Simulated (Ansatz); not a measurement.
## What DFT gives for ScBPt3

```xyz
5
Lattice="3.8467 0.0000 0.0000 0.0000 3.8467 0.0000 0.0000 0.0000 4.8731" Properties=species:S:1:pos:R:3 pbc="T T T"
Pt    0.0000    1.9233    2.4365
Pt    1.9233    0.0000    2.4365
B     1.9233    1.9233    3.2406
Sc    0.0000    0.0000    0.0000
Pt    1.9233    1.9233    0.5243
```

The numbers come from plane-wave PAW DFT (Ansatz): r2SCAN, no spin polarisation, 500 eV, 9×9×7 Γ-centred k points, fermi-dirac occupations (width 0.1 eV). Nothing was relaxed.

- Electronic structure: It is a metal, with about 1 states/eV a cell as the mean within 0.25 eV of the Fermi level, mostly Pt d (35 %), Sc d (26 %) and B p (15 %).
- Stress: The pressure is 10.3 GPa (compression positive), so with the atoms held at these fractions the cell would first expand; the forces are large, so a full relaxation may end otherwise. The principal stresses 5.7, 12.6, 12.6 GPa differ, so its shape would change too.
- Forces: The largest is on B3: 2.42 eV/Å, components (0.00, 0.00, 2.42). It makes 113° with the line to a nearest neighbour, Pt1 at 2.08 Å.
- Charges: Bader charges in e: Sc +1.76, B +0.45, Pt -0.98 to -0.62. In the mean Sc gives up most and Pt takes most.

Origin: a known structure type with other elements, at an estimated volume, so it need not be a known compound. Caveats: atoms or cell far from equilibrium.
